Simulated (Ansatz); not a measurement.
A relaxed structure of Al2Cu. Space group P4/mmm (No. 123). All values below come from r2SCAN (plane waves to 500 eV, PAW, scalar-relativistic; Ansatz, a first-principles code).

Space group P4/mmm (No. 123); a = 3.384 Å, b = 3.384 Å, c = 5.244 Å, α = 90.00°, β = 90.00°, γ = 90.00°

| atom | site | symmetry | x | y | z |
|---|---|---|---|---|---|
| Al | 1b | 4/mmm | 0.0000 | 0.0000 | 0.5000 |
| Al | 1a | 4/mmm | 0.0000 | 0.0000 | 0.0000 |
| Cu | 1d | 4/mmm | 0.5000 | 0.5000 | 0.5000 |

```yaml
volume_per_atom: 20.01 Å³
density: 3.25 g/cm³
band_gap: zero (metallic)
shortest_distances: Al–Cu 2.39 Å; Al–Al 2.62 Å; Cu–Cu 3.38 Å
k-mesh: 14×14×9
```

No spin polarisation in the result.

The run could not lose the symmetry of its start.

All atoms sit on sites fixed by symmetry, so only the cell could relax.

The first start was generated by a random draw of sites in a space group. Materials Project lists a structure of Al2Cu in the same space group, P4/mmm (No. 123); the sites were not compared with it, nor with measured phases. Known forms of Al2Cu include space group No. 140.
